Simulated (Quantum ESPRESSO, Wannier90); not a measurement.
## Tight-binding from DFT: KBr (rock salt)

Structure: Materials Project mp-23251, symmetrised, not relaxed again. COD (Crystallography Open Database) has an entry of this formula and space group (matched by these alone). Method: PBE plane waves in Quantum ESPRESSO 7.5 (PseudoDojo norm-conserving files, 60 Ry, no spin polarisation, no spin-orbit coupling), Bloch states on a 8×8×8 mesh through Γ, Wannier90 4.0.1. Density: 8×8×8 mesh, cold smearing 0.01 Ry. Spin-orbit coupling, left out, would split the p-like bands by a few tenths of an eV.

```
begin unit_cell_cart
ang
    0.0000000000    3.2945400000    3.2945400000
    3.2945400000    0.0000000000    3.2945400000
    3.2945400000    3.2945400000    0.0000000000
end unit_cell_cart
mp_grid = 8 8 8
```

Neighbour vectors b of the finite-difference formula (Å⁻¹), by shell:

```json
[
 {"shell": "1", "b_x": "0.11920", "b_y": "0.11920", "b_z": "-0.11920"},
 {"shell": "1", "b_x": "0.11920", "b_y": "-0.11920", "b_z": "0.11920"},
 {"shell": "1", "b_x": "-0.11920", "b_y": "0.11920", "b_z": "0.11920"},
 {"shell": "1", "b_x": "0.11920", "b_y": "0.11920", "b_z": "0.11920"},
 {"shell": "1", "b_x": "-0.11920", "b_y": "-0.11920", "b_z": "0.11920"},
 {"shell": "1", "b_x": "-0.11920", "b_y": "0.11920", "b_z": "-0.11920"},
 {"shell": "1", "b_x": "0.11920", "b_y": "-0.11920", "b_z": "-0.11920"},
 {"shell": "1", "b_x": "-0.11920", "b_y": "-0.11920", "b_z": "-0.11920"}
]
```

Task: Find the weights w_b from the completeness condition Σ_b w_b b_α b_β = δ_αβ.

Result: Shell 1: Σ b_x² = 0.114, Σ b_y² = 0.114, Σ b_z² = 0.114 Å⁻²
Each of the three diagonal sums, weighted, has to give 1 and the off-diagonal ones 0, which holds for w_1 = 8.80 Å². Check on xx: 8.80×0.114 = 1.00.

On this mesh the 4 functions of bands 2,6-8 (valence bands; start: SCDM (isolated), conv_tol = 1.0e-6) end with spreads 1.7179, 1.7182, 1.7178, 1.7189 Å², Ω_I = 6.1455 Å² and Ω_D = 0.0002 Å².

Ω_total is the sum of the spreads, 6.873 Å². Ω_OD = Ω_total − Ω_I − Ω_D = 0.727 Å². Only (Ω_D + Ω_OD)/Ω_total = 10.6 % depends on the gauge, and another start could lower the total by that share at most. The rms radius is √(Ω_total/4) = 1.31 Å.
